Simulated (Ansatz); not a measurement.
Computed with DFT PBE, scalar-relativistic, plane waves, PAW (Ansatz). Settings: cutoff 420 eV, Γ-centred meshes spaced at most about 0.3 Å⁻¹, and about 0.25 Å⁻¹ or finer for metals (2π included), Gaussian smearing. No spin polarisation in the final relaxations.

Temperature and zero-point effects are left out. All come from trial cells, and lower structures may exist.

Question: Order these relaxed structures of Sn₂F by energy, lowest first, with the energy over the lowest of them.
1.

```xyz
3
Lattice="5.0107 0.0000 0.0000 -2.5053 4.3394 0.0000 0.0000 0.0000 3.1386" Properties=species:S:1:pos:R:3 pbc="T T T"
Sn    0.0000    2.8929    0.0000
Sn    2.5053    1.4465    0.0000
F     0.0000    0.0000    0.0000
```

2.

```xyz
6
Lattice="3.2746 0.0000 0.0000 -1.6373 2.8359 0.0000 0.0000 0.0000 14.0697" Properties=species:S:1:pos:R:3 pbc="T T T"
Sn    1.6373    0.9453   12.5612
Sn    0.0000    1.8906    5.5263
Sn    1.6373    0.9453    8.5434
Sn    0.0000    1.8906    1.5085
F     0.0000    0.0000   10.5523
F     0.0000    0.0000    3.5174
```

3.

```xyz
3
Lattice="4.9332 0.0000 0.0000 -2.4666 4.2723 0.0000 0.0000 0.0000 3.1500" Properties=species:S:1:pos:R:3 pbc="T T T"
Sn    2.4666    1.4241    1.5750
Sn    0.0000    2.8482    1.5750
F     0.0000    0.0000    0.0000
```

4.

```xyz
3
Lattice="4.7374 0.0000 0.0000 -2.3687 4.1027 0.0000 0.0000 0.0000 3.2961" Properties=species:S:1:pos:R:3 pbc="T T T"
Sn    0.0000    2.7351    0.7675
Sn    2.3687    1.3676    2.5285
F     0.0000    0.0000    0.0000
```

Answer: 2 (0 meV/atom), 4 (12 meV/atom), 1 (119 meV/atom), 3 (199 meV/atom). Forms: 2 P6_3/mmc; 4 P-3m1; 1 P6/mmm; 3 P6/mmm. Counting F atoms around Sn (those within 1.25 times the shortest such distance or 1.15 times the sum of covalent radii, 1.27 where that leaves under three; the shortest distance is added where it exceeds 1.18 times the sum of covalent radii): cell 2 has Sn 3 from 2.8 Å; cell 4 has Sn 3 from 2.8 Å; cell 1 has Sn 3 from 2.9 Å; cell 3 has Sn 6 from 3.3 Å.

For metals, differences of a few meV/atom aren't resolved. Weakly bound directions are ill-defined at this level, which has no dispersion term (P6_3/mmc), and this can change margins and order among such cells. In P-3m1, P6/mmm at 22.7 Å³/atom, P6/mmm at 22.1 Å³/atom an odd number of electrons in the primitive cell allows no gap without spin; a larger cell or a magnetic state could open one. Cells relaxed within their symmetry can be saddle points. Some candidate types were left out of the draw beforehand, so a known form may be missing.
